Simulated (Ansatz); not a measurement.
Relaxed AlN (wurtzite):

```
AlN
1.0
    3.10670     0.00000     0.00000
   -1.55335     2.69048     0.00000
    0.00000     0.00000     9.95692
Al N
4 4
Direct
  0.33333   0.66667   0.49830
  0.33333   0.66667   0.99830
  0.66667   0.33333   0.24830
  0.66667   0.33333   0.74830
  0.33333   0.66667   0.18910
  0.33333   0.66667   0.68910
  0.66667   0.33333   0.43910
  0.66667   0.33333   0.93910
```

A phonon eigenvector at A = (0.0, 0.0, 0.5) is frozen into this cell: atom i moves by Q times the vector below, so Q is the largest atomic displacement, in Å. The cell is held. It is one choice among 4 degenerate patterns. (q is in reciprocal vectors of the primitive cell; the cell shown is doubled to hold the pattern.)

```
atom      x       y      z
----  -----  ------  -----
Al1   0.000  -0.269  0.000
Al2   0.000   0.269  0.000
Al3   0.000  -0.522  0.000
Al4   0.000   0.522  0.000
N5    0.000   1.000  0.000
N6    0.000  -1.000  0.000
N7    0.000   0.659  0.000
N8    0.000  -0.659  0.000
```

Level of theory: r2SCAN (plane waves to 500 eV, PAW, scalar-relativistic; Ansatz, a first-principles code). k mesh 12×12×4 (Γ-centred), Fermi-Dirac smearing 0.05 eV. AlN was relaxed with its symmetry unable to fall. 

| Q (Å) | −dE/dQ from forces (eV/Å) |
|---|---|
| -0.180 | 19.543 |
| -0.150 | 15.725 |
| -0.120 | 12.226 |
| -0.090 | 8.970 |
| -0.060 | 5.887 |
| -0.030 | 2.916 |
| 0.000 | 0.000 |
| 0.030 | -2.916 |
| 0.060 | -5.887 |
| 0.090 | -8.970 |
| 0.120 | -12.226 |
| 0.150 | -15.725 |
| 0.180 | -19.543 |

Q: What harmonic wavenumber does the curvature at Q = 0 give?

A: 669 cm⁻¹. E″ = 96.90 eV/Å², M = Σ mᵢ|uᵢ|² = 58.8 u, ν̃ = 521.5·√(|E″|/M).

(For displaced atoms, the force is minus the slope of the energy, and its curvature is a force constant, which sets phonon frequencies.)
